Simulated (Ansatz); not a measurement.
## Which magnetic order does CrRh3 (Pm-3m) prefer in this cell?

The geometry is a structure from the Materials Project, held fixed and not relaxed.

The runs share LDA, 8×8×8 k mesh, Fermi–Dirac smearing of 0.05 eV. PAW means Ansatz 0.2.0 on its default frozen-core files; LAPW is all-electron LAPW in Ansatz 0.2.0. Site moments are integrated in spheres about the atoms, whose radii differ between the methods.

The reference run was typed so:

```yaml
crystal:
  lattice:
    - [3.7905530633, 0.0, 0.0]
    - [0.0, 3.7905530633, 0.0]
    - [0.0, 0.0, 3.7905530633]
  atoms:
    - { symbol: Cr, position: [0.0, 0.0, 0.0], spin: 3.0 }
    - { symbol: Rh, position: [0.0, 0.5, 0.5], spin: 1.0 }
    - { symbol: Rh, position: [0.5, 0.5, 0.0], spin: 1.0 }
    - { symbol: Rh, position: [0.5, 0.0, 0.5], spin: 1.0 }
magnetization:
  spin_polarized: true
kpoints:
  mp_grid: { grid: [8, 8, 8] }
scf:
  occupations: { method: fermi_dirac, width: 0.05 }
  lower_state_search: "off"
hamiltonian:
  xc: lda
  pseudopotentials: { kind: paw }
output:
  forces: true
  stress: true
  eigenvalues: true
  populations: true
```

Command: `ansatz run input.yaml --threads 2 --pin off --max-ram 6144MiB --backend cpu --events-out ev --progress --plain --runs-dir out`

The input for «start Cr1↑ Rh2↑ Rh3↓ Rh4↓» by LAPW differs from it in these lines, output keys apart:

```diff
-    - { symbol: Rh, position: [0.5, 0.5, 0.0], spin: 1.0 }
-    - { symbol: Rh, position: [0.5, 0.0, 0.5], spin: 1.0 }
+    - { symbol: Rh, position: [0.5, 0.5, 0.0], spin: -1.0 }
+    - { symbol: Rh, position: [0.5, 0.0, 0.5], spin: -1.0 }
-  pseudopotentials: { kind: paw }
+  pseudopotentials: { kind: all_electron, lapw: { basis_error: 0.001 } }
```

Energies count from the run that starts all moments parallel. Patterns list the atoms that start with 0.5 μB or more.

```json
{"start": "Cr1↑, Rh2↑, Rh3↑, Rh4↑", "ΔF PAW (meV/atom)": "0.0", "ΔF LAPW (meV/atom)": "0.0", "largest moment, PAW (μB)": "1.63", "M, PAW (μB/cell)": "1.20", "order at the end, PAW": "changed", "P, PAW (GPa)": "-16.8"}
{"start": "Cr1↑, Rh2↑, Rh3↓, Rh4↓", "ΔF PAW (meV/atom)": "0.0", "ΔF LAPW (meV/atom)": "0.0", "largest moment, PAW (μB)": "1.63", "M, PAW (μB/cell)": "1.20", "order at the end, PAW": "changed", "P, PAW (GPa)": "-16.8"}
{"start": "Cr1↑, Rh2↓, Rh3↓, Rh4↓", "ΔF PAW (meV/atom)": "0.0", "ΔF LAPW (meV/atom)": "0.0", "largest moment, PAW (μB)": "1.63", "M, PAW (μB/cell)": "1.20", "order at the end, PAW": "kept", "P, PAW (GPa)": "-16.8"}
{"start": "Cr1↑, Rh2↑, Rh3↑, Rh4↓", "ΔF PAW (meV/atom)": "0.0", "ΔF LAPW (meV/atom)": "–", "largest moment, PAW (μB)": "1.63", "M, PAW (μB/cell)": "1.20", "order at the end, PAW": "changed", "P, PAW (GPa)": "-16.8"}
{"start": "no spin polarisation", "ΔF PAW (meV/atom)": "+33.2", "ΔF LAPW (meV/atom)": "–", "largest moment, PAW (μB)": "0.00", "M, PAW (μB/cell)": "0.00", "order at the end, PAW": "–", "P, PAW (GPa)": "-18.9"}
```

The lowest of these ends as follows. Site moments (μB): Cr1 1.63, Rh2 -0.17, Rh3 -0.17, Rh4 -0.17. Cell moment 1.20 μB. Orders of other supercells weren't tried and can lie lower.

The start Cr1↑, Rh2↑, Rh3↑, Rh4↑ ends so. Site moments (μB): Cr1 1.63, Rh2 -0.17, Rh3 -0.17, Rh4 -0.17. Cell moment 1.20 μB.

The start Cr1↑, Rh2↑, Rh3↓, Rh4↓ ends so. Site moments (μB): Cr1 1.63, Rh2 -0.17, Rh3 -0.17, Rh4 -0.17. Cell moment 1.20 μB.

The PAW files were made with PBE; the program remakes their cores once for the run's functional and then keeps them frozen. The Ansatz runs typed with the search for lower states off end where their start leads. These are results for the start and cell typed. The real compound can order otherwise, in a larger cell, or not at all, since semilocal functionals at zero temperature often overstate magnetism.
